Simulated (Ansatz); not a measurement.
InGa3Sb3As:
Space group Pmm2 (No. 25); a = 4.306 Å, b = 4.321 Å, c = 12.234 Å, α = β = γ = 90.00°

```json
[
 {"atom": "In", "site": "1a", "symmetry": "mm2", "x": "0.0000", "y": "0.0000", "z": "0.9872"},
 {"atom": "As", "site": "1b", "symmetry": "mm2", "x": "0.0000", "y": "0.5000", "z": "0.8623"},
 {"atom": "Ga", "site": "1d", "symmetry": "mm2", "x": "0.5000", "y": "0.5000", "z": "0.7545"},
 {"atom": "Sb", "site": "1c", "symmetry": "mm2", "x": "0.5000", "y": "0.0000", "z": "0.6300"},
 {"atom": "Ga", "site": "1a", "symmetry": "mm2", "x": "0.0000", "y": "0.0000", "z": "0.5049"},
 {"atom": "Sb", "site": "1b", "symmetry": "mm2", "x": "0.0000", "y": "0.5000", "z": "0.3801"},
 {"atom": "Ga", "site": "1d", "symmetry": "mm2", "x": "0.5000", "y": "0.5000", "z": "0.2545"},
 {"atom": "Sb", "site": "1c", "symmetry": "mm2", "x": "0.5000", "y": "0.0000", "z": "0.1309"}
]
```

Relaxed at zero pressure with PBEsol (plane waves, PAW; program Ansatz).

Q: The volume is raised by 9 % and shape and atoms relax at that volume. What pressure results, and how do the axes share the change?

A: -3.7 GPa; a 3.0 %, b 2.9 %, c 2.9 %; the energy rises by 32 meV/atom.

Q: Give the new structure.

A: 
Space group Pmm2 (No. 25); a = 4.4345 Å, b = 4.4456 Å, c = 12.5858 Å, α = 90.00°, β = 90.00°, γ = 90.00°

```
atom  site  symmetry       x       y       z
----  ----  --------  ------  ------  ------
In      1a       mm2  0.0000  0.0000  0.9877
As      1b       mm2  0.0000  0.5000  0.8631
Ga      1d       mm2  0.5000  0.5000  0.7543
Sb      1c       mm2  0.5000  0.0000  0.6297
Ga      1a       mm2  0.0000  0.0000  0.5048
Sb      1b       mm2  0.0000  0.5000  0.3799
Ga      1d       mm2  0.5000  0.5000  0.2544
Sb      1c       mm2  0.5000  0.0000  0.1305
```

The phase is kept; no other phase was compared at this pressure.

The start of the workflow was typed in or built on a structure type; neither database checked (COD, Materials Project) lists it. Its standing as an ambient phase is unchecked. The cell was relaxed with PBEsol under the symmetry of its start; its stability against distortions is not shown here. Scalar-relativistic: spin–orbit coupling is off unless named, which matters more the heavier the elements.

Potentials: the earlier of the program's two PAW sets.
